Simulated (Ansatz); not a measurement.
Ti$_{5}$Si:
```xyz
6
Lattice="2.4894 1.4372 4.4004 -2.4894 1.4372 4.4004 0.0000 -2.8745 4.4004" Properties=species:S:1:pos:R:3 pbc="T T T"
Ti     0.0000     0.0000     1.9981
Ti     0.0000     0.0000    11.2031
Ti     0.5220     1.4372     4.4004
Ti    -1.5057    -0.2665     4.4004
Ti     0.9837    -1.1707     4.4004
Si     0.0000     0.0000     6.6006
```

Relaxed with PBEsol.

**Question.** Which orbitals make up the states near the Fermi level in PBEsol (plane waves, PAW; program Ansatz)?

**Answer.** Within 0.5 eV of the Fermi level: Ti 3d 87 %. Projections are on Löwdin-orthogonalised atomic valence shells; empty p or d shells of many metals are not among them.

**Question.** Tabulate the density of states.

**Answer.** States/eV per cell of 6 atoms, in 0.25 eV bins, energy from the Fermi level.

```csv
E (eV),total,Ti 3d,Ti 4s,Si 3p
-7.85,2.26,0.33,0.38,0.00
-7.60,0.00,0.00,0.00,0.00
-7.35,0.00,0.00,0.00,0.00
-7.10,0.00,0.00,0.00,0.00
-6.85,0.00,0.00,0.00,0.00
-6.60,0.00,0.00,0.00,0.00
-6.35,0.00,0.00,0.00,0.00
-6.10,0.00,0.00,0.00,0.00
-5.85,0.00,0.00,0.00,0.00
-5.60,0.00,0.00,0.00,0.00
-5.35,0.00,0.00,0.00,0.00
-5.10,0.01,0.00,0.01,0.00
-4.85,0.43,0.04,0.22,0.13
-4.60,2.09,0.28,0.93,0.64
-4.35,4.25,0.76,1.64,1.33
-4.10,1.41,0.37,0.44,0.42
-3.85,1.97,0.59,0.55,0.67
-3.60,2.32,0.74,0.55,0.92
-3.35,3.08,1.06,0.64,1.25
-3.10,3.97,1.50,0.64,1.69
-2.85,3.75,1.64,0.44,1.54
-2.60,0.76,0.40,0.10,0.24
-2.35,3.96,2.54,0.72,0.58
-2.10,5.21,3.68,0.88,0.49
-1.85,6.41,4.89,0.89,0.41
-1.60,7.09,5.80,0.63,0.43
-1.35,7.93,6.61,0.65,0.36
-1.10,7.47,6.36,0.47,0.28
-0.85,5.88,4.94,0.34,0.23
-0.60,6.92,5.86,0.36,0.22
-0.35,7.92,6.64,0.58,0.15
-0.10,5.64,4.89,0.26,0.18
0.15,6.20,5.61,0.17,0.13
0.40,3.99,3.60,0.10,0.08
0.65,6.72,6.14,0.19,0.11
0.90,8.88,8.14,0.20,0.16
1.15,9.89,9.14,0.19,0.17
1.40,10.48,9.55,0.24,0.21
1.65,9.27,8.32,0.32,0.19
1.90,9.36,8.58,0.27,0.13
2.15,7.49,6.82,0.23,0.12
2.40,7.37,6.68,0.23,0.15
```

Space group R32. The first step of the workflow began from a Materials Project structure, measured or hypothetical; the Crystallography Open Database copy checked does not list it. Whether it is the stable phase at ambient conditions was not checked. Symmetry was held in the PBEsol relaxation; of distortions, only those at the zone centre were tested. The run is not spin-polarised.

Potentials: the later of the program's two PAW sets.
